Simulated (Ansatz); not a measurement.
InSb in space group Pmmn (No. 59; In on 2a, Sb on 2b), r²SCAN in the plane-wave PAW code Ansatz, all energies at zero smearing, with the estimated change up to a 700 eV cutoff added, with one set of potentials and settings (totals compare only within such a set). Cell of 4 atoms (2 In, 2 Sb): -24221.996 eV.

| element | reference phase | E (eV/atom) |
|---|---|---|
| In | I4/mmm, 1 atoms in the cell | -5611.8204 |
| Sb | R-3m, 2 atoms in the cell | -6499.1272 |

Formation energy per atom, worked out: (-24221.996 − 2×(-5611.8204) − 2×(-6499.1272))/4 = -0.025 eV/atom (-2 kJ per mol of atoms), at 0 K, without zero-point energy or fitted corrections.

The workflow started from a Materials Project entry (that database holds measured and hypothetical structures alike); the Crystallography Open Database copy checked does not list it. It is not the phase usual at ambient conditions (space group No. 216). Symmetry was held in the r²SCAN relaxation; whether a distortion lowers the energy is not shown. The references are the lowest solids computed at this level, not always the standard phases. Scalar-relativistic: spin–orbit coupling is off unless named, which matters more the heavier the elements.

Potentials: the later of the program's two PAW sets.
